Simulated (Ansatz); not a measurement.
PIr$_{2}$, a database entry at a rescaled volume

```yaml
crystal:
  lattice:
    - [0.00000, 2.78637, 2.78637]
    - [2.78637, 0.00000, 2.78637]
    - [2.78637, 2.78637, 0.00000]
  atoms:
    - { symbol: Ir, position: [0.25000, 0.25000, 0.25000] }
    - { symbol: Ir, position: [0.75000, 0.75000, 0.75000] }
    - { symbol: P, position: [0.00000, 0.00000, 0.00000] }
```

Single point in Ansatz 0.2.0 with r2SCAN, no spin polarisation. Cutoff 500 eV, PAW datasets, 10×10×10 Γ-centred k mesh, fermi-dirac filling (width 0.1 eV).

Question: Is it stable against the elements?

Answer: -0.47 eV an atom against the elements' usual phases (free molecules for gases, crystals otherwise, with no correction for O₂ or N₂), so it is bound against them; other compounds may still compete. Relaxing would lower it.

Question: How is the charge shared?

Answer: Bader charges in e: P +0.32, Ir -0.16. In the mean P gives up most and Ir takes most.

Question: Is the cell too large or too small?

Answer: The pressure is -3.8 GPa (compression positive), so with the atoms held at these fractions the cell would first shrink.

Question: What happens at the Fermi level?

Answer: It is a metal, with about 0.89 states/eV a cell as the mean within 0.25 eV of the Fermi level, mostly Ir d (71 %) and P p (13 %).

Origin: a database entry at a rescaled volume.
